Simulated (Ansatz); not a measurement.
Ansatz (a quantum-chemistry and plane-wave program) input:

Ansatz 0.2 input:
```yaml
crystal:
  lattice:
    - [4.0325880298, 0.0, 0.0]
    - [0.0, 4.0325880298, 0.0]
    - [0.0, 0.0, 4.0325880298]
  atoms:
    - { symbol: Y, position: [0.0, 0.0, 0.0], spin: 0.0 }
    - { symbol: Nb, position: [0.5, 0.5, 0.5], spin: 0.04 }
    - { symbol: N, position: [0.5, 0.5, 0.0], spin: -0.1 }
    - { symbol: N, position: [0.5, 0.0, 0.5], spin: -0.1 }
    - { symbol: N, position: [0.0, 0.5, 0.5], spin: -0.1 }
kpoints:
  mp_grid: { grid: [15, 15, 15] }
hamiltonian:
  xc: r2scan
  pseudopotentials: { kind: paw }
magnetization: { spin_polarized: true }
scf:
  occupations: { method: fermi_dirac, width: 0.1 }
elastic: { mode: relaxed_ion, stencil: two_point, amplitude: 0.005, f_tol: 0.0005 }
```

Output (shortened):

```
Pseudopotential: Y, paw, valence charge 11
Pseudopotential: Nb, paw, valence charge 13
Pseudopotential: N, paw, valence charge 5
Functional definition: r2SCAN
a single point of the input's cell can leave the moments in the input for a lower state (scf.lower_state_search) …
Crystal: 5 atoms, lattice volume = 65.577 Å³
Basis set: ecut = 500 eV, 1743 PW (Γ), exchange–correlation on 120×120×120 points (64 copies of the dense FFT grid, shifted against one another)
Bands: 25, of which v1, the nominal top of the filled ones, is band 20 counted from 1 (19 counted from 0)
Symmetry: 48 space group operations
Space group: Pm-3m (ITA 221), of the structure as read, at distance tolerance 4.0e-5 Å
k-points: 120 of 3375
Starting moments: Σ|m| = 0.34 μB on 4 of 5 sites
SCF 1 converged in 22 iterations: F = -9582.407923 eV  dr2 = 3.13e-12
WARN: a single point of the input's cell can leave the moments in the input for a lower state (scf.lower_state_search) …
Crystal: 5 atoms, lattice volume = 65.577 Å³
Stability of the state it starts from, as read at its close in the collinear treatment …
spin=Collinear: Kerker preconditioning applied to the charge; magnetization (m = ρ↑ − ρ↓) channel mixes plain (no charge-response kernel on spin).
SCF 2 converged in 7 iterations: F = -9582.407923 eV  dr2 = 2.56e-14
Crystal: 5 atoms, lattice volume = 65.577 Å³
spin=Collinear: Kerker preconditioning applied to the charge; magnetization (m = ρ↑ − ρ↓) channel mixes plain (no charge-response kernel on spin).
SCF 3 converged in 2 iterations: F = -9582.407923 eV  dr2 = 1.22e-14
WARN: this state was not checked for a lower one beside it: the run's test of it (scf.lower_state_search) could not run behind this SCF …
Crystal: 5 atoms, lattice volume = 65.249 Å³
Basis set: ecut = 500 eV, 1687 PW (Γ), exchange–correlation on 120×120×120 points (64 copies of the dense FFT grid, shifted against one another)
Symmetry: 16 space group operations
k-points: 288 of 3375
spin=Collinear: Kerker preconditioning applied to the charge; magnetization (m = ρ↑ − ρ↓) channel mixes plain (no charge-response kernel on spin).
SCF 4 converged in 17 iterations: F = -9582.405888 eV  dr2 = 9.44e-15
Crystal: 5 atoms, lattice volume = 65.905 Å³
spin=Collinear: Kerker preconditioning applied to the charge; magnetization (m = ρ↑ − ρ↓) channel mixes plain (no charge-response kernel on spin).
SCF 5 converged in 12 iterations: F = -9582.405544 eV  dr2 = 6.51e-14
Crystal: 5 atoms, lattice volume = 65.577 Å³
Basis set: ecut = 500 eV, 1703 PW (Γ), exchange–correlation on 120×120×120 points (64 copies of the dense FFT grid, shifted against one another)
Symmetry: 8 space group operations
k-points: 512 of 3375
spin=Collinear: Kerker preconditioning applied to the charge; magnetization (m = ρ↑ − ρ↓) channel mixes plain (no charge-response kernel on spin).
SCF 6 converged in 14 iterations: F = -9582.407610 eV  dr2 = 4.14e-14
Crystal: 5 atoms, lattice volume = 65.577 Å³
spin=Collinear: Kerker preconditioning applied to the charge; magnetization (m = ρ↑ − ρ↓) channel mixes plain (no charge-response kernel on spin).
SCF 7 converged in 12 iterations: F = -9582.407610 eV  dr2 = 3.02e-14
SCF converged after 2 iterations
Magnetization: 0.0000 μB (19.5000 up, 19.5000 down)
Absolute magnetization: 0.0000 μB (∫|ρ↑−ρ↓|)
Spin contamination: 0.0000 ħ² per cell (⟨S²⟩ above its minimum at these occupations)
Per-site moments (μB) at R_I (Å): [(0.0, 1.1762315159113528), (0.0, 0.8317212811462501), (0.0, 0.8317212811462501), (0.0, 0.8317212811462501), (0.0, 0.8317212811462501)]
Free energy (F): -9582.407923 eV
Harris-Foulkes:  -9582.407923 eV  (|F-HF|=0.00e0)
Internal energy: -9582.330761 eV  (E = F + TS)
E sigma→0 (E₀):  -9582.369342 eV
Entropy (-TS):   -0.077162 eV (-15.432 meV/atom)
Fermi energy:    11.981604 eV
--- Per-component energies (eV) ---
  E_band       = -196.634320
  E_kinetic    = 1087.328261
  E_local      = -1922.802232  (includes V_loc(G=0)·N_el)
  E_nonlocal   = 298.835521
  E_hartree    = 612.263202
  E_xc         = -518.021527
  E_vxc        = -714.111045  (∫ρ·V_xc dr)
  E_paw        = -6314.996154  (= ΣΔE_a)
  E_vpaw       = -212.103568  (= ΣTr[D̂ρ^β])
  E_aug_tail   = 0.000057  (compensation charges beyond the density's cutoff)
  E_vtau       = 41.692282  (kinetic-family band-sum trace: ∫τ·v_τ [+ j·A + Jᵃ·Aᵃ] dr)
  E_ewald      = -2824.502811
  E_core_change = -0.435078  (= ΣΔE_core)
  E_smearing   = -0.077162  (= −TS)
  E_closure    = 0.000000  (closes the sum)
  Σ components = -9582.407923   (vs F -9582.407923, Δ=0.00e0)
--- Forces (eV/Å), atoms counted from 1 ---
  atom   1  Y      0.00000000     0.00000000     0.00000000
  atom   2  Nb     0.00000000     0.00000000     0.00000000
  atom   3  N      0.00000000     0.00000000     0.00000000
  atom   4  N      0.00000000     0.00000000     0.00000000
  atom   5  N      0.00000000     0.00000000     0.00000000
  max |Σ_I F_I| component: 0.0 eV/Å
--- Stress (GPa, compression-positive) ---
       -0.099516       0.000000       0.000000
        0.000000      -0.099516       0.000000
        0.000000       0.000000      -0.099516
  P = ⅓ Tr σ = -0.0995 GPa (-0.995 kbar)
--- Band table (eV; the first three rows and the last of 240) ---
  k-point 0 ↑: bands = ["-44.3114", "-32.4740", "-19.7858", "-19.7858", "-19.7858", "-11.6555", "-11.6555", "-11.6555", "-3.3029", "-2.0974", "-2.0974", "9.3536", "9.3536", "9.3536", "11.0446", "11.0446", "11.0446", "12.3744", "12.3744", "12.3744", "12.8198", …
  k-point 1 ↑: bands = ["-44.3113", "-32.4738", "-19.7900", "-19.7855", "-19.7855", "-11.6613", "-11.6551", "-11.6551", "-3.2695", "-2.0938", "-2.0691", "9.2717", "9.3331", "9.3331", "10.8737", "10.8737", "10.9396", "12.1220", "12.2957", "12.2957", "12.8386", …
  k-point 2 ↑: bands = ["-44.3111", "-32.4733", "-19.8017", "-19.7847", "-19.7847", "-11.6779", "-11.6542", "-11.6542", "-3.1764", "-2.0836", "-1.9842", "9.0371", "9.2757", "9.2757", "10.5083", "10.5083", "10.6790", "11.5121", "12.2188", "12.2188", "12.8935", …
  k-point 119 ↓: bands = ["-44.3064", "-32.4609", "-19.8688", "-19.8687", "-19.8687", "-11.7320", "-11.7320", "-11.7320", "-1.0018", "-0.9866", "-0.9866", "6.8841", "6.9077", "6.9077", "6.9388", "6.9388", "7.5513", "12.6655", "12.6655", "12.7192", "15.8090", …
--- Elastic constants: 2 strain directions × 2 members + reference (group order 48) ---
  dense FFT box of the reference and of every strained cell: 30×30×30
  strains applied: 11, 23; error gains: componentwise 1.00 (the most a stress slope's error grows in a printed constant), spectral 1.73 (1 for all six strains …
  C = ∂σ_k/∂η_j (tension-positive GPa; Voigt order 11 22 33 23 13 12):
       431.960    101.106    101.106      0.000      0.000      0.000
       101.106    431.960    101.106      0.000      0.000      0.000
       101.106    101.106    431.960      0.000      0.000      0.000
         0.000      0.000      0.000     61.899      0.000      0.000
         0.000      0.000      0.000      0.000     61.899      0.000
         0.000      0.000      0.000      0.000      0.000     61.899
  reference stress σ⁰ (GPa):      0.100      0.100      0.100      0.000      0.000      0.000
  moduli (Voigt/Reuss/Hill, GPa): K = 211.39/211.39/211.39   G = 103.31/82.57/92.94   E = 243.18   ν = 0.308
  mechanically stable: yes (min eigenvalue of sym C = 61.90 GPa)
  strain η (Voigt 11):  stress-route row diagonal C_11 = 431.96 GPa, energy-path curvature d²(F+E_count+ΔE)/dδ²/Ω₀ = 431.97 GPa
         δ    σ_11 (GPa)             F (eV)   n_scf  n_hpsi   n_pw
    -5.000e-3      -2.1098       -9582.4058881      17  223726   1687   relax 0 steps, max|allowed force component| 0.0 eV/Å
     5.000e-3       2.2098       -9582.4055437      12  163193   1743   relax 0 steps, max|allowed force component| 0.0 eV/Å
  strain η (Voigt 23):  stress-route row diagonal C_44 = 61.90 GPa, energy-path curvature d²(F+E_count+ΔE)/dδ²/Ω₀ = 61.85 GPa
         δ    σ_23 (GPa)             F (eV)   n_scf  n_hpsi   n_pw
    -5.000e-3      -0.3095       -9582.4076097      14  334124   1703   relax 0 steps, max|allowed force component| 0.0 eV/Å
     5.000e-3       0.3095       -9582.4076097      12  276360   1703   relax 0 steps, max|allowed force component| 0.0 eV/Å
```

Cost: roughly 12 core-minutes on shared cores.

The start of the workflow was typed in or built on a structure type; neither database checked (COD, Materials Project) lists it. Its standing as an ambient phase is unchecked. The cell was relaxed with r²SCAN under the symmetry of its start; whether a distortion lowers the energy is not shown. The workflow began spin-polarised and lost its moments. Other orbital occupations within this spin state were not tried. As this level gives no gap, shear constants depend on the k-mesh and smearing (Fermi–Dirac, 0.1 eV here). Point labels and valley counts follow the cell and symmetry of the run, lower than the named group. Scalar-relativistic: spin–orbit coupling is off unless named, which matters more the heavier the elements.

Potentials: the later of the program's two PAW sets.

Ansatz is a plane-wave DFT program.
